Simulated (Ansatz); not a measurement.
## Does relaxation matter for the field gradients of Si with Sr replacing Si?

Start: a supercell of Si (diamond type, Fd-3m) built from an entry of the Crystallography Open Database (COD) (the entry's cell lengths or inner coordinates differ somewhat from later room-temperature determinations), with all atoms left at the host's positions.

Space group F-43m (No. 216); a = 16.2814 Å.

| site | Wyckoff | site symmetry | x | y | z |
| --- | --- | --- | --- | --- | --- |
| Sr | 4d | -43m | 0.2500 | 0.7500 | 0.2500 |
| Si2 | 48h | ..m | 0.4167 | 0.7500 | 0.4167 |
| Si5 | 16e | .3m | 0.5833 | 0.5833 | 0.4167 |
| Si9 | 16e | .3m | 0.9167 | 0.4167 | 0.5833 |
| Si15 | 24g | 2.mm | 0.7500 | 0.4167 | 0.7500 |
| Si28 | 16e | .3m | 0.1667 | 0.8333 | 0.1667 |
| Si30 | 24f | 2.mm | 0.5000 | 0.8333 | 0.5000 |
| Si32 | 48h | ..m | 0.5000 | 0.6667 | 0.3333 |
| Si41 | 4b | -43m | 0.5000 | 0.5000 | 0.5000 |
| Si45 | 16e | .3m | 0.8333 | 0.3333 | 0.6667 |

One atom of each set is listed; the run and its k-mesh use a cell of 54 atoms with edges of 11.51, 11.51, 11.51 Å.

Level of theory: DFT, PBE, plane waves and PAW, scalar-relativistic, 420 eV cutoff, Γ-centred 2×2×2 k-points, Fermi–Dirac smearing 0.01 eV, cell charge -2 (Ansatz 0.2.0).

The largest force at the start is 5.4 eV/Å. Relaxing the ions at fixed cell moves them by 0.641 Å at most (atom 28, Si) and 0.177 Å rms.

| site | moved (Å) | first shell before | first shell after | V_zz before (10²¹ V/m²) | η before |
| --- | --- | --- | --- | --- | --- |
| Sr | 0.000 | 4 Si at 2.35 Å | 4 Si at 2.99 Å | 0.00 | – |
| Si2 | 0.058 | 4 Si at 2.35 Å | 4 Si at 2.28–2.34 Å | -0.48 | 0.98 |
| Si5 | 0.003 | 4 Si at 2.35 Å | 4 Si at 2.34–2.35 Å | 0.21 | 0.00 |
| Si9 | 0.001 | 4 Si at 2.35 Å | 4 Si at 2.34–2.36 Å | 0.22 | 0.00 |
| Si15 | 0.015 | 4 Si at 2.35 Å | 4 Si at 2.34–2.35 Å | 0.13 | 0.77 |
| Si28 | 0.641 | 1 Sr at 2.35 Å, 3 Si at 2.35 Å | 3 Si at 2.28 Å | -2.58 | 0.00 |
| Si30 | 0.011 | 4 Si at 2.35 Å | 4 Si at 2.34–2.36 Å | -0.70 | 0.66 |
| Si32 | 0.017 | 4 Si at 2.35 Å | 4 Si at 2.33–2.34 Å | 0.20 | 0.56 |
| Si45 | 0.014 | 4 Si at 2.35 Å | 4 Si at 2.34–2.35 Å | -0.048 | 0.00 |

(1) What are V_zz and η after the relaxation?

Answers

(1) 

| site | V_zz after | η after | change of V_zz |
| --- | --- | --- | --- |
| Sr | 0.00 | – | 0.00 |
| Si2 | 0.59 | 0.33 | – |
| Si5 | -0.14 | 0.00 | -0.35 |
| Si9 | 0.010 | 0.00 | -0.21 |
| Si15 | 0.24 | 0.67 | – |
| Si28 | 0.63 | 0.00 | +3.21 |
| Si30 | 1.57 | 0.46 | – |
| Si32 | -0.45 | 0.00 | -0.65 |
| Si45 | -0.35 | 0.00 | -0.31 |

The largest change of V_zz along a kept axis is on Si28, from -2.58 to 0.63. Where |V_zz| stays above 0.1 and the axes keep their order, η moves most on Si32, from 0.56 to 0.00. V_zz changes sign on Si28 (same axis), Si5 (same axis), Si32 (axis turned by 19°). On Si30, Si2, Si15 the largest principal value lies along another axis in the second run, so the two V_zz can't be compared directly. Other sites without a gradient aren't listed.

The run isn't spin-polarised, and a state with spin may lie lower. The defect repeats with the cell of 54 atoms, so it feels its images: sites between two images don't show the values beside a lone defect, and zeros or small values of η there can come from the images' arrangement. A uniform background compensates the cell's charge. The defect cell has no gap above 0.1 eV on its mesh, so the values can hang on the smearing and the k-mesh.
Before: Without spin–orbit coupling (the program notes it for Sr) the gradients can shift somewhat, as the gap is small. The neighbours have not yet relaxed around the defect (largest force 5.4 eV/Å), so the values at and beside it are those of a strained start, not of the defect in a real crystal.
After: The relaxation keeps the site symmetry -43m of the start, so the impurity can't leave its site; a distortion that would localise the partly filled state isn't explored.
